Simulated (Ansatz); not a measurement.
Sc:
```
Sc
1.0
    3.22958     0.00000     0.00000
   -1.61479     2.79690     0.00000
    0.00000     0.00000     4.98509
Sc
2
Cartesian
  0.00000   1.86460   3.73882
  1.61479   0.93230   1.24627
```

Relaxed with LDA. Special points in fractions of this cell's reciprocal vectors: Γ (0.000, 0.000, 0.000); M (0.500, 0.000, 0.000); K (0.333, 0.333, 0.000); A (0.000, 0.000, 0.500); L (0.500, 0.000, 0.500); H (0.333, 0.333, 0.500).

Question: List the band energies nearest the Fermi level at these points for LDA in the plane-wave PAW code Ansatz.

Answer: In eV from the Fermi level; about four levels below and three above (degenerate sets whole), none deeper than 8.9 eV; points with the same levels are listed once.

| k | below | above |
|---|---|---|
| Γ | -5.22 -1.75 | 1.00 1.64 1.64 |
| M | -1.65 -1.17 -0.79 -0.26 | 1.33 1.44 2.05 |
| K | -0.72 -0.72 -0.65 -0.61 | 1.08 1.08 2.31 |
| A | -3.56 -3.56 | 1.05 1.05 1.53 1.53 1.53 1.53 |
| L | -1.60 -1.60 | 0.10 0.10 1.50 1.50 |
| H | -0.44 -0.44 -0.19 -0.19 | 0.37 0.37 2.56 2.56 |

Space group P6_3/mmc (hcp (Mg type)). The LDA relaxation kept the symmetry of its start. The run is not spin-polarised.

Potentials: the earlier of the program's two PAW sets. The files were generated under PBE; for other functionals the program regenerates the frozen cores, and for LDA and PBEsol the local potential too.
